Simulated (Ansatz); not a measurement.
# CuPt-type VAu

Method: PBEsol, scalar-relativistic; collinear spin; PAW, 420 eV, 14×14×14 k-mesh, Gaussian smearing of 0.05 eV; code Ansatz; PAW files: Ansatz's generated set soft_2.

```
V Au
1.0
     1.38028    0.79690    4.56855
    -1.38028    0.79690    4.56855
     0.00000   -1.59381    4.56855
V Au
1 1
Direct
  0.50000 0.50000 0.50000
  0.00000 0.00000 0.00000
```

The cell came from substitution into a structure type; whether the compound takes it is for experiment to say.

Magnetic state: non-magnetic, site spin moments none.

Cell and atoms are those of this level's equilibrium.

The cell has space group R-3m (read at 0.01 Å). In it the stress is 0.00, 0.00, 0.02, 0.00, 0.00, 0.00 GPa and the largest force component 0.000 eV/Å. Each change below starts from this cell, without further relaxation. Stress is in GPa, positive in compression, in the order xx, yy, zz, yz, xz, xy; energies are counted from the cell above and are free energies with the smearing's entropy, which match forces and stress in a metal.

Q: What happens when atom 1 (V) is moved by 0.08 Å along z?

A: The energy changes by 23.9 meV per cell, and the force on it along the shift is -0.602 eV/Å (−F/u = 7.53 eV/Å²). Stress: 0.51, 0.51, 0.87, 0.00, 0.00, 0.00.
```
atom  Fx (eV/Å)     Fy      Fz
  V1      0.000  0.000  -0.602
 Au2      0.000  0.000   0.602
```
In a harmonic crystal the energy would rise by −½F·u = ½ × 7.53 × 0.08² eV = 24.1 meV, which matches.

Spin–orbit coupling, which matters for such heavy elements, is left out. The starting moments died out; a magnetic state reached from other starts isn't excluded.
